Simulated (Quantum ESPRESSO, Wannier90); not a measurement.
# Wannier functions of GaSe (R3m)

Materials Project entry mp-11342; symmetrised, unrelaxed at this level. Not found in the COD (Crystallography Open Database) copy used, which has the formula in other groups; not checked further. Method: PBEsol plane waves in Quantum ESPRESSO 7.5 (PseudoDojo norm-conserving files, 69 Ry, spinors with spin-orbit coupling), Bloch states on a 4×4×4 mesh through Γ, Wannier90 4.0.1. Density: 10×10×10 mesh, cold smearing 0.01 Ry. The cell is built of weakly bound layers, chains or molecules, whose nearest atoms lie 4.52 Å apart. Database cells relaxed without dispersion often hold them too far apart, which can enlarge gaps and weakens couplings between them; spacing and stacking were not compared with the measured crystal.

On the energy scale of pw.x, whose zero is arbitrary, the valence-band maximum lies at 6.46 eV.

Input w.win:

```
num_bands = 52
num_wann = 32
exclude_bands = 1-40
spinors = true
num_iter = 400
conv_tol = 1.0e-6
conv_window = 4
dis_num_iter = 600
dis_conv_tol = 1.0e-6
dis_froz_max = 9.19
write_hr = true
write_u_matrices = true
begin projections
f=-0.05564,-0.04103,0.13618: s;p
f=0.04105,0.03747,-0.14025: s;p
f=0.25400,0.24122,0.26892: s;p
f=0.41361,0.43150,-0.26784: s;p
end projections
begin unit_cell_cart
ang
   -1.8870900523    3.2685358490    0.0000000000
   -3.7741801046    0.0000000000    0.0000000000
   -1.8870900523    1.0895119497    8.7047000000
end unit_cell_cart
begin atoms_frac
Ga  -0.0468100000 -0.0468100000  0.1404300000
Ga   0.0464630000  0.0464630000 -0.1393890000
Se   0.2423330000  0.2423330000  0.2730010000
Se   0.4240270000  0.4240270000 -0.2720810000
end atoms_frac
mp_grid = 4 4 4
begin kpoints
0.0000000000 0.0000000000 0.0000000000
0.0000000000 0.0000000000 0.2500000000
0.0000000000 0.0000000000 0.5000000000
... (61 more lines: the 4x4x4 mesh through Gamma)
end kpoints
```

Input of pw2wannier90.x that gives the overlap and projection files (equivalent; here they were cut from one run over all bands):

```
&inputpp
  outdir = './out'
  prefix = 'pwscf'
  seedname = 'w'
  write_amn = .true.
  write_mmn = .true.
/
```

Output w.wout (banner and timings cut):

```
                                    ------
                                    SYSTEM
                                    ------

                              Lattice Vectors (Ang)
                    a_1    -1.887090   3.268536   0.000000
                    a_2    -3.774180   0.000000   0.000000
                    a_3    -1.887090   1.089512   8.704700

                   Unit Cell Volume:     107.38155  (Ang^3)

                        Reciprocal-Space Vectors (Ang^-1)
                    b_1     0.000000   1.922324  -0.240605
                    b_2    -1.664782  -0.961162  -0.240605
                    b_3     0.000000   0.000000   0.721815

 *----------------------------------------------------------------------------*
 |   Site       Fractional Coordinate          Cartesian Coordinate (Ang)     |
 +----------------------------------------------------------------------------+
 | ga   1  -0.04681  -0.04681   0.14043   |   -0.00000   0.00000   1.22240    |
 | ga   2   0.04646   0.04646  -0.13939   |    0.00000  -0.00000  -1.21334    |
 | se   1   0.24233   0.24233   0.27300   |   -1.88709   1.08951   2.37639    |
 | se   2   0.42403   0.42403  -0.27208   |   -1.88709   1.08951  -2.36838    |
 *----------------------------------------------------------------------------*
                                ------------
                                K-POINT GRID
                                ------------

             Grid size =  4 x  4 x  4      Total points =   64

 *---------------------------------- MAIN ------------------------------------*
 |  Number of Wannier Functions               :                32             |
 |  Number of Objective Wannier Functions     :                32             |
 |  Number of input Bloch states              :                52             |
 |  Output verbosity (1=low, 5=high)          :                 1             |
 |  Timing Level (1=low, 5=high)              :                 1             |
 |  Optimisation (0=memory, 3=speed)          :                 3             |
 |  Length Unit                               :               Ang             |
 |  Post-processing setup (write *.nnkp)      :                 F             |
 |  Using Gamma-only branch of algorithms     :                 F             |
 *----------------------------------------------------------------------------*
 *------------------------------- WANNIERISE ---------------------------------*
 |  Total number of iterations                :               400             |
 |  Number of CG steps before reset           :                 5             |
 |  Trial step length for line search         :             2.000             |
 |  Convergence tolerence                     :         0.100E-05             |
 |  Convergence window                        :                 4             |
 |  Iterations between writing output         :                 1             |
 |  Iterations between backing up to disk     :               100             |
 |  Write r^2_nm to file                      :                 F             |
 |  Write xyz WF centres to file              :                 F             |
 |  Write on-site energies <0n|H|0n> to file  :                 F             |
 |  Use guiding centre to control phases      :                 F             |
 |  Use phases for initial projections        :                 F             |
 *----------------------------------------------------------------------------*
 *------------------------------- DISENTANGLE --------------------------------*
 |  Using band disentanglement                :                 T             |
 |  Total number of iterations                :               600             |
 |  Mixing ratio                              :             0.500             |
 |  Convergence tolerence                     :         1.000E-06             |
 |  Convergence window                        :                 3             |
 *----------------------------------------------------------------------------*
 *-------------------------------- PLOTTING ----------------------------------*
 |  Plotting Hamiltonian in WF basis          :                 T             |
 *----------------------------------------------------------------------------*

 *---------------------------------- K-MESH ----------------------------------*
 +----------------------------------------------------------------------------+
 |                    Distance to Nearest-Neighbour Shells                    |
 |                    ------------------------------------                    |
 |          Shell             Distance (Ang^-1)          Multiplicity         |
 |          -----             -----------------          ------------         |
 |             1                   0.180454                      2            |
 |             2                   0.360908                      2            |
 |             3                   0.484331                      6            |
 |             4                   0.495410                      6            |
 |             5                   0.537447                      6            |
 |             6                   0.541361                      2            |
 |             7                   0.566933                      6            |
 |             8                   0.638943                      6            |
       ... (lines left out)
 +----------------------------------------------------------------------------+
 | The b-vectors are chosen automatically                                     |
 | The following shells are used:                       1,  3                 |
 +----------------------------------------------------------------------------+
 |                        Shell   # Nearest-Neighbours                        |
 |                        -----   --------------------                        |
 |                          1               2                                 |
 |                          2               6                                 |
 +----------------------------------------------------------------------------+
 | Completeness relation is fully satisfied [Eq. (B1), PRB 56, 12847 (1997)]  |
 +----------------------------------------------------------------------------+
 |                  b_k Vectors (Ang^-1) and Weights (Ang^2)                  |
 |                  ----------------------------------------                  |
 |            No.         b_k(x)      b_k(y)      b_k(z)        w_b           |
 |            ---        --------------------------------     --------        |
 |             1         0.000000    0.000000    0.180454    14.873490        |
 |             2         0.000000    0.000000   -0.180454    14.873490        |
 |             3        -0.416195   -0.240291   -0.060151     1.443263        |
 |             4         0.000000    0.480581   -0.060151     1.443263        |
 |             5        -0.416195    0.240291    0.060151     1.443263        |
 |             6         0.416195    0.240291    0.060151     1.443263        |
 |             7         0.000000   -0.480581    0.060151     1.443263        |
 |             8         0.416195   -0.240291   -0.060151     1.443263        |
 +----------------------------------------------------------------------------+
 |                           b_k Directions (Ang^-1)                          |
 |                           -----------------------                          |
 |            No.           x           y           z                         |
 |            ---        --------------------------------                     |
 |             1         0.000000    0.000000    0.180454                     |
 |             2        -0.416195   -0.240291   -0.060151                     |
 |             3         0.000000    0.480581   -0.060151                     |
 |             4        -0.416195    0.240291    0.060151                     |
 +----------------------------------------------------------------------------+

 Starting a new Wannier90 calculation ...

 Reading overlaps from w.mmn

 Reading projections from w.amn

 *------------------------------- DISENTANGLE --------------------------------*
 +----------------------------------------------------------------------------+
 |                              Energy  Windows                               |
 |                              ---------------                               |
 |                   Outer:   -7.36417  to   21.30776  (eV)                   |
 |                   Inner:   -7.36417  to    9.19000  (eV)                   |
 +----------------------------------------------------------------------------+
   Number of target bands to extract:   32

                   Unitarised projection of Wannier functions
                   ------------------------------------------
   A_mn = <psi_m|g_n> --> S = A.A^+ --> U = S^-1/2.A
   In dis_project... done
   Using an inner window (linner = T)
   In dis_proj_froz... done

                   Extraction of optimally-connected subspace
                   ------------------------------------------
 +---------------------------------------------------------------------+<-- DIS
 |  Iter     Omega_I(i-1)      Omega_I(i)      Delta (frac.)           |<-- DIS
 +---------------------------------------------------------------------+<-- DIS
       1      56.58547008      51.68250851       9.487E-02    <-- DIS
       2      53.24493096      50.13220003       6.209E-02    <-- DIS
       3      51.37128053      49.21153825       4.389E-02    <-- DIS
       4      50.04675765      48.55326834       3.076E-02    <-- DIS
       5      49.10583809      48.06694130       2.161E-02    <-- DIS
       6      48.43001180      47.70091499       1.528E-02    <-- DIS
       ... (lines left out)
      47      46.28964408      46.28968750      -9.380E-07    <-- DIS
      48      46.28902144      46.28904488      -5.063E-07    <-- DIS
      49      46.28845200      46.28845796      -1.287E-07    <-- DIS

             <<<      Delta < 1.000E-06  over  3 iterations     >>>
             <<< Disentanglement convergence criteria satisfied >>>

        Final Omega_I    46.28845796 (Ang^2)

 +----------------------------------------------------------------------------+

 Writing checkpoint file w.chk... done

 *------------------------------- WANNIERISE ---------------------------------*
 +--------------------------------------------------------------------+<-- CONV
 | Iter  Delta Spread     RMS Gradient      Spread (Ang^2)            |<-- CONV
 +--------------------------------------------------------------------+<-- CONV

 ------------------------------------------------------------------------------
 Initial State
  WF centre and spread    1  (  0.003422, -0.035124,  1.190958 )     2.03041879
  WF centre and spread    2  (  0.003422, -0.035124,  1.190958 )     2.03041852
  WF centre and spread    3  ( -0.001190, -0.001478,  1.568472 )     2.79052751
  WF centre and spread    4  ( -0.001190, -0.001478,  1.568472 )     2.79052734
  WF centre and spread    5  ( -0.004421, -0.172021,  1.157881 )     2.62414444
  WF centre and spread    6  ( -0.004420, -0.172021,  1.157881 )     2.62414542
  WF centre and spread    7  ( -0.000534,  0.212032,  1.156953 )     2.63224077
  WF centre and spread    8  ( -0.000535,  0.212032,  1.156953 )     2.63223964
  WF centre and spread    9  (  0.046275, -0.015650, -1.228201 )     2.03350325
  WF centre and spread   10  (  0.046275, -0.015650, -1.228201 )     2.03350323
  WF centre and spread   11  (  0.002914,  0.000036, -1.565722 )     2.81839568
  WF centre and spread   12  (  0.002913,  0.000036, -1.565722 )     2.81839577
  WF centre and spread   13  ( -0.043028, -0.161310, -1.157484 )     2.66932412
  WF centre and spread   14  ( -0.043028, -0.161310, -1.157485 )     2.66932405
  WF centre and spread   15  (  0.003069,  0.187460, -1.157008 )     2.64696325
  WF centre and spread   16  (  0.003070,  0.187460, -1.157008 )     2.64696334
  WF centre and spread   17  ( -1.896417,  1.119775,  2.235435 )     1.54404312
  WF centre and spread   18  ( -1.896417,  1.119775,  2.235435 )     1.54404311
  WF centre and spread   19  ( -1.887621,  1.090295,  2.482428 )     1.87805625
  WF centre and spread   20  ( -1.887621,  1.090295,  2.482428 )     1.87805631
  WF centre and spread   21  ( -1.879315,  1.198109,  2.424653 )     1.63350421
  WF centre and spread   22  ( -1.879315,  1.198109,  2.424653 )     1.63350399
  WF centre and spread   23  ( -1.887874,  0.953360,  2.424304 )     1.62772018
  WF centre and spread   24  ( -1.887874,  0.953360,  2.424305 )     1.62772007
  WF centre and spread   25  ( -1.901245,  1.061811, -2.221022 )     1.54829365
  WF centre and spread   26  ( -1.901245,  1.061811, -2.221022 )     1.54829368
  WF centre and spread   27  ( -1.886696,  1.087730, -2.472254 )     1.86908224
  WF centre and spread   28  ( -1.886696,  1.087730, -2.472254 )     1.86908234
  WF centre and spread   29  ( -1.873764,  1.194216, -2.411684 )     1.64337346
  WF centre and spread   30  ( -1.873764,  1.194216, -2.411684 )     1.64337346
  WF centre and spread   31  ( -1.887996,  1.001478, -2.412646 )     1.65732908
  WF centre and spread   32  ( -1.887996,  1.001478, -2.412646 )     1.65732877
  Sum of centres and spreads (-30.188841, 17.441434,  0.030131 )    67.29383901

      0     0.673E+02     0.0000000000       67.2938390110  <-- CONV
        O_D=      0.2514756 O_OD=     20.7539054 O_TOT=     67.2938390 <-- SPRD
 ------------------------------------------------------------------------------
      1    -0.497E+00     0.9005218215       66.7971790980  <-- CONV
        O_D=      0.2587571 O_OD=     20.2499640 O_TOT=     66.7971791 <-- SPRD
      2    -0.731E+00     1.2961471058       66.0663227975  <-- CONV
        O_D=      0.2749038 O_OD=     19.5029611 O_TOT=     66.0663228 <-- SPRD
      3    -0.296E+00     0.9841138152       65.7702044239  <-- CONV
        O_D=      0.2668613 O_OD=     19.2148851 O_TOT=     65.7702044 <-- SPRD
      4    -0.243E+00     0.7323178786       65.5272498365  <-- CONV
        O_D=      0.2630932 O_OD=     18.9756987 O_TOT=     65.5272498 <-- SPRD
      5    -0.247E+00     0.7812792084       65.2802397480  <-- CONV
        O_D=      0.2558076 O_OD=     18.7359742 O_TOT=     65.2802397 <-- SPRD
       ... (lines left out)
    100    -0.631E-02     0.1385084460       53.5862222125  <-- CONV
        O_D=      0.1740607 O_OD=      7.1237035 O_TOT=     53.5862222 <-- SPRD
       ... (lines left out)
    200    -0.123E-03     0.0173868731       53.3640846790  <-- CONV
        O_D=      0.1769530 O_OD=      6.8986737 O_TOT=     53.3640847 <-- SPRD
       ... (lines left out)
    300    -0.472E-05     0.0039755232       53.3584705350  <-- CONV
        O_D=      0.1770577 O_OD=      6.8929549 O_TOT=     53.3584705 <-- SPRD
       ... (lines left out)
    341    -0.437E-06     0.0010653972       53.3583866435  <-- CONV
        O_D=      0.1770544 O_OD=      6.8928743 O_TOT=     53.3583866 <-- SPRD
    342    -0.637E-06     0.0010245556       53.3583860062  <-- CONV
        O_D=      0.1770544 O_OD=      6.8928737 O_TOT=     53.3583860 <-- SPRD
    343    -0.611E-06     0.0020106884       53.3583853950  <-- CONV
        O_D=      0.1770543 O_OD=      6.8928731 O_TOT=     53.3583854 <-- SPRD
             <<<     Delta < 1.000E-06  over  4 iterations     >>>
             <<< Wannierisation convergence criteria satisfied >>>
 Final State
  WF centre and spread    1  (  0.670662, -0.390284,  1.014508 )     1.88671878
  WF centre and spread    2  (  0.670662, -0.390283,  1.014507 )     1.88671793
  WF centre and spread    3  ( -0.001138,  0.000227,  2.041327 )     1.87510031
  WF centre and spread    4  ( -0.001137,  0.000227,  2.041328 )     1.87510055
  WF centre and spread    5  ( -0.671796, -0.390097,  1.014216 )     1.88714141
  WF centre and spread    6  ( -0.671796, -0.390097,  1.014218 )     1.88714231
  WF centre and spread    7  ( -0.000733,  0.774480,  1.011699 )     1.88733261
  WF centre and spread    8  ( -0.000734,  0.774479,  1.011699 )     1.88733190
  WF centre and spread    9  (  0.667945, -0.383486, -1.020748 )     1.90083269
  WF centre and spread   10  (  0.667945, -0.383486, -1.020749 )     1.90083335
  WF centre and spread   11  (  0.001215, -0.000532, -2.051896 )     1.90034171
  WF centre and spread   12  (  0.001214, -0.000532, -2.051896 )     1.90034183
  WF centre and spread   13  ( -0.663235, -0.384848, -1.018912 )     1.90091252
  WF centre and spread   14  ( -0.663235, -0.384848, -1.018911 )     1.90091229
  WF centre and spread   15  (  0.003517,  0.767924, -1.020677 )     1.90052153
  WF centre and spread   16  (  0.003518,  0.767924, -1.020677 )     1.90052100
  WF centre and spread   17  ( -1.888581,  1.088297,  1.862489 )     1.64881057
  WF centre and spread   18  ( -1.888581,  1.088297,  1.862489 )     1.64881057
  WF centre and spread   19  ( -2.364311,  1.365800,  2.577330 )     1.36947477
  WF centre and spread   20  ( -2.364311,  1.365800,  2.577330 )     1.36947449
  WF centre and spread   21  ( -1.409127,  1.366105,  2.574906 )     1.36942192
  WF centre and spread   22  ( -1.409127,  1.366105,  2.574905 )     1.36942201
  WF centre and spread   23  ( -1.886987,  0.538790,  2.578033 )     1.36830996
  WF centre and spread   24  ( -1.886986,  0.538790,  2.578033 )     1.36830985
  WF centre and spread   25  ( -1.886067,  1.090077, -1.850765 )     1.64847662
  WF centre and spread   26  ( -1.886067,  1.090077, -1.850765 )     1.64847667
  WF centre and spread   27  ( -2.364156,  1.364163, -2.563251 )     1.37915531
  WF centre and spread   28  ( -2.364156,  1.364163, -2.563251 )     1.37915507
  WF centre and spread   29  ( -1.410606,  1.364141, -2.564575 )     1.37782657
  WF centre and spread   30  ( -1.410606,  1.364141, -2.564575 )     1.37782663
  WF centre and spread   31  ( -1.887375,  0.538080, -2.562368 )     1.37881593
  WF centre and spread   32  ( -1.887375,  0.538080, -2.562368 )     1.37881574
  Sum of centres and spreads (-30.181546, 17.417675,  0.042635 )    53.35838540

         Spreads (Ang^2)       Omega I      =    46.288457958
        ================       Omega D      =     0.177054311
                               Omega OD     =     6.892873126
    Final Spread (Ang^2)       Omega Total  =    53.358385395
```
